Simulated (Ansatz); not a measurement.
Relaxed-ion elastic tensor of HfC (CsCl type, Pm-3m) in GPa (Voigt order), PBEsol in the plane-wave PAW code Ansatz; density 13.40 g/cm³, 11.80 Å³ per atom.

```
     1    2    3     4     5     6
-  ---  ---  ---  ----  ----  ----
1  181  238  238   0.0   0.0   0.0
2  238  181  238   0.0   0.0   0.0
3  238  238  181   0.0   0.0   0.0
4  0.0  0.0  0.0  -241   0.0   0.0
5  0.0  0.0  0.0   0.0  -241   0.0
6  0.0  0.0  0.0   0.0   0.0  -241
```

Problem. Is the crystal mechanically stable?

Solution. No: the smallest eigenvalue of C is -241 GPa.

The cell is a constructed one: a structure type filled with these elements; neither database checked (COD, Materials Project) lists it. It is not the phase usual at ambient conditions (space group No. 225). The cell was relaxed with PBEsol under the symmetry of its start. At this level the phase is mechanically unstable. The run is not spin-polarised. As this level gives no gap, shear constants depend on the k-mesh and smearing (Fermi–Dirac, 0.1 eV here). Scalar-relativistic: spin–orbit coupling is off unless named, which matters more the heavier the elements.

Potentials: the later of the program's two PAW sets.
